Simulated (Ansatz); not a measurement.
Hf (hcp (Mg type), space group No. 194) is relaxed with plane-wave PAW r²SCAN (Ansatz code). What lattice parameters of the conventional cell result?

a = 3.198 Å, c = 5.046 Å.

Space group P6_3/mmc (hcp (Mg type)). The cell was relaxed with r²SCAN under the symmetry of its start. No spin polarisation was allowed. Axis ratios of metals converge slowly with the k-mesh, so a and c are less sure than the volume. Scalar-relativistic: spin–orbit coupling is off unless named, which matters more the heavier the elements.

Potentials: the later of the program's two PAW sets.
